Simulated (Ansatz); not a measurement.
**HfRu: levels along high-symmetry lines**

```yaml
crystal:
  lattice:
    - [3.22500, 0.00000, 0.00000]
    - [0.00000, 3.22500, 0.00000]
    - [0.00000, 0.00000, 3.22500]
  atoms:
    - { symbol: Hf, position: [0.00000, 0.00000, 0.00000] }
    - { symbol: Ru, position: [0.50000, 0.50000, 0.50000] }
```

Atom numbers follow the list: Hf1, Ru2.

The geometry is COD entry 1523508, unchecked; take it as a test cell.

No spin–orbit coupling, which matters for the heavy atoms here.

All numbers below come from DFT, PBEsol, all-electron LAPW, scalar-relativistic in Ansatz 0.2.0.

The runs use a Γ-centred 11×11×11 k mesh, Fermi–Dirac smearing of 0.08 eV, basis error target 0.5 meV/atom, no spin polarisation.

Points in fractions of the reciprocal vectors of this cell: Γ (0, 0, 0), X (0, 0.5, 0), M (0.5, 0.5, 0), R (0.5, 0.5, 0.5). The path joins them by straight lines in the order Γ–X–M–Γ–R–X–R–M; legs that retrace an earlier one aren't tabulated. Energies are in eV from the Fermi level.

List the levels at R between -20 and 5.5 eV.

-11.76 (×4), -11.72 (×3), -2.92 (×3), -1.78 (×3), 0.16 (×2).

List the levels at M between -20 and 5.5 eV.

-11.77 (×2), -11.74 (×3), -11.72 (×2), -5.19, -5.00, -3.12 (×2), 0.08, 0.80, 1.30 (×2), 2.92.

List the levels at Γ between -20 and 5.5 eV.

-11.75 (×3), -11.74 (×3), -11.73, -7.86, -4.93 (×2), -1.58 (×3), 2.16 (×2).

What is the band gap?

none: bands cross the Fermi level, a metal.
